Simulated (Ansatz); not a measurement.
All numbers below come from DFT PBE, scalar-relativistic, plane waves, PAW (Ansatz). All cells share a 420 eV cutoff and Γ-centred k meshes spaced at most about 0.3 Å⁻¹ (about 0.25 or finer for metals, 2π included). No spin polarisation in the final relaxations.

Each of these unrelaxed guesses is relaxed in cell and atoms within its symmetry. A guess keeps its type if space group and coordination stay and the shape of the cell changes little (axis ratios within about 15 %, angles within 6°); the volume may change.

1. CdTeSe3

Space group P4mm (No. 99). a = 4.789 Å, b = 4.789 Å, c = 6.054 Å, α = 90.00°, β = 90.00°, γ = 90.00°
```csv
atom,site,symmetry,x,y,z
Cd,1a,4mm,0.0000,0.0000,0.9839
Te,1b,4mm,0.5000,0.5000,0.6872
Se,2c,2mm.,0.0000,0.5000,0.5007
Se,1b,4mm,0.5000,0.5000,0.1001
```

2. Be3TeSe2

Space group P6/mmm (No. 191). a = 6.046 Å, b = 6.046 Å, c = 3.272 Å, α = 90.00°, β = 90.00°, γ = 120.00°
| atom | site | symmetry | x | y | z |
| --- | --- | --- | --- | --- | --- |
| Be | 3g | mmm | 0.5000 | 0.0000 | 0.5000 |
| Te | 1a | 6/mmm | 0.0000 | 0.0000 | 0.0000 |
| Se | 2c | -6m2 | 0.3333 | 0.6667 | 0.0000 |

3. La2SiF2

Space group P4mm (No. 99). a = 4.440 Å, b = 4.440 Å, c = 5.852 Å, α = 90.00°, β = 90.00°, γ = 90.00°
```csv
atom,site,symmetry,x,y,z
La,2c,2mm.,0.5000,0.0000,0.5372
Si,1a,4mm,0.0000,0.0000,0.2578
F,2c,2mm.,0.5000,0.0000,0.0907
```

4. Te4W

Space group Pm-3m (No. 221). a = 5.407 Å, b = 5.407 Å, c = 5.407 Å, α = 90.00°, β = 90.00°, γ = 90.00°
| atom | site | symmetry | x | y | z |
| --- | --- | --- | --- | --- | --- |
| Te | 1a | m-3m | 0.0000 | 0.0000 | 0.0000 |
| Te | 3c | 4/mm.m | 0.5000 | 0.5000 | 0.0000 |
| W | 1b | m-3m | 0.5000 | 0.5000 | 0.5000 |

Task: Which keep their type?

Result: Guesses 2 and 4 keep their type.

| guess | kept | start group | end group | V start (Å³/atom) | V end | b/a and c/a, end over start | nearest neighbours start | nearest neighbours end |
| --- | --- | --- | --- | --- | --- | --- | --- | --- |
| 1 | no | P4mm | P4mm | 27.8 | 36.9 | 1.00, 0.90 | Cd 16, Se 1/2, Te 5 | Cd 4, Se 1/4, Te 1 |
| 2 | yes | P6/mmm | P6/mmm | 17.3 | 17.7 | 1.00, 0.95 | Be 4, Se 6, Te 20 | Be 4, Se 6, Te 20 |
| 3 | no | P4mm | P4/mmm | 23.1 | 34.2 | - | F 3, La 3, Si 8 | F 2, La 2, Si 4 |
| 4 | yes | Pm-3m | Pm-3m | 31.6 | 29.7 | 1.00, 1.00 | Te 2/12, W 6 | Te 2/12, W 6 |

Neighbours count within 15 % of an atom's shortest distance; end groups are read at 0.02 Å (0.05 Å in metals).

No dispersion correction is applied, so the spacing and binding between layers, chains or molecules are poorly described (CdTeSe3 P4mm). Spin–orbit coupling, which can matter for Te and W, is left out. Cells relaxed within their symmetry can be saddle points.

In counts of neighbours, a slash parts the counts of unlike sites.
